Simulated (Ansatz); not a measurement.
Ba4P2O:
Space group Cmce (No. 64); a = 7.1700 Å, b = 16.6279 Å, c = 7.4928 Å, α = β = γ = 90.00°

| atom | site | symmetry | x | y | z |
|---|---|---|---|---|---|
| Ba | 8f | m.. | 0.0000 | 0.3234 | 0.4390 |
| Ba | 8e | .2. | 0.2500 | 0.0179 | 0.2500 |
| P | 8f | m.. | 0.0000 | 0.3649 | 0.0218 |
| O | 4a | 2/m.. | 0.0000 | 0.0000 | 0.0000 |
(The calculation used a cell of 14 atoms; values per cell refer to that cell.)

Relaxed with r²SCAN.

Task: Tabulate the valence density and the electron localisation function along the shortest Ba–P contact (3.19 Å), the program Ansatz at the r²SCAN level (PAW).

Result: 

```
distance from Ba (Å)  density (e/Å³)   ELF
--------------------  --------------  ----
0.32                            0.65  0.05
0.48                            1.12  0.41
0.64                            1.37  0.76
0.80                            1.23  0.85
0.96                            0.86  0.83
1.12                            0.51  0.68
1.28                            0.29  0.35
1.44                            0.19  0.15
1.60                            0.17  0.18
1.76                            0.20  0.41
1.92                            0.26  0.69
2.07                            0.36  0.81
2.23                            0.51  0.85
2.39                            0.65  0.84
2.55                            0.69  0.71
2.71                            0.53  0.31
2.87                            0.26  0.02
```

The density is the valence pseudo-density with augmentation charge, so density and ELF within about 1 Å of a nucleus are not all-electron values.

The workflow started from a Materials Project entry (that database holds measured and hypothetical structures alike); the Crystallography Open Database copy checked does not list it. Its standing as an ambient phase is unchecked. The r²SCAN relaxation kept the symmetry of its start; whether a distortion lowers the energy is not shown. Scalar-relativistic: spin–orbit coupling is off unless named, which matters more the heavier the elements.

Potentials: the later of the program's two PAW sets.
